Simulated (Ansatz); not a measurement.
6 guesses for Sc₃B₂Sb and where they end

These are results of Ansatz 0.2.0, DFT PBE, scalar-relativistic, plane waves, PAW, not measurements. Settings: cutoff 420 eV, Γ-centred meshes spaced at most about 0.3 Å⁻¹, and about 0.25 Å⁻¹ or finer for metals (2π included), Gaussian smearing. Collinear spin in cells that started with moments and kept them past the coarse steps, no spin elsewhere.

Each guess was relaxed in cell and atoms at zero pressure, within the symmetry of its start. These are static total energies at zero pressure. Coordination counts B or Sc atoms around Sb (for each partner element, those within 1.25 times its shortest distance or 1.15 times the sum of covalent radii, where it is the nearest in units of that sum or under 1.3; a plus sign parts groups by distance over the sum of covalent radii).

```
guess      made from  start group  V start (Å³/atom)  end group  V end (Å³/atom)  coordination at the end  gap on mesh (eV)  largest moment (μB)  E over the lowest end (meV/atom)
    1    random cell       P4/mmm               17.7          ?                ?                        ?                 ?                    ?                                 ?
    2  Ca2GePd3 type         R-3m               16.9       R-3m             22.6                     Sb 6                 0                    -                               760
    3  Al3Ni2Pt type       P4/mmm               15.8     P4/mmm             16.6                     Sb 8                 0                    -                                 0
    4    random cell         P4mm               20.7     P4/mmm             18.9                    Sb 16                 0                    -                               341
    5   CeCo3B2 type       P6/mmm               14.2     P6/mmm             18.7                    Sb 12                 0                    -                                61
    6    random cell        P-6m2               20.2      P-6m2             21.1                     Sb 6                 0                  0.2                               179
```

Guess 1 as it starts:

```
CELL_PARAMETERS angstrom
4.45705 0.00000 0.00000
0.00000 4.45705 0.00000
0.00000 0.00000 5.33199
ATOMIC_POSITIONS crystal
Sc 0.00000 0.50000 0.00000
Sc 0.50000 0.00000 0.00000
Sc 0.00000 0.00000 0.50000
B 0.50000 0.50000 0.65128
B 0.50000 0.50000 0.34872
Sb 0.50000 0.50000 0.00000
```

Task: Fill in the missing row: what does this guess relax into, and where does it rank?

Result: It ends in space group P4/mmm (No. 123), with a = 5.231 Å, c = 5.926 Å, 27.0 Å³/atom and no gap, with moments up to 0.9 μB. It lies 1.29 eV/atom over the lowest end, above guess 2 and so the highest of the set. Counting B or Sc atoms around Sb, this end has Sb 4+2 and the lowest (guess 3) has Sb 8. This end holds B–B pairs (shortest 1.53 Å); the lowest (guess 3) holds Sb–Sb nets (shortest 3.02 Å).

```
Sc B Sb
1.0
     5.23086    0.00000    0.00000
     0.00000    5.23086    0.00000
     0.00000    0.00000    5.92559
Sc B Sb
3 2 1
Direct
  0.00000 0.50000 0.00000
  0.50000 0.00000 0.00000
  0.00000 0.00000 0.50000
  0.50000 0.50000 0.62909
  0.50000 0.50000 0.37091
  0.50000 0.50000 0.00000
```

The zero of energy is the elements' standard structures at the same level; no fitted shifts are applied.

Task: Is the lowest end bound against the elements?

Result: Yes: its formation energy is −0.13 eV/atom. Whether it is stable depends on the other phases of the system, which aren't compared here.

Spin–orbit coupling, which can matter for Sb, is left out. Another magnetic order may lie lower. Cells relaxed within their symmetry can be saddle points. A lower structure may well exist outside this small set. Some candidate types were left out of the draw beforehand, so a known form may be missing.
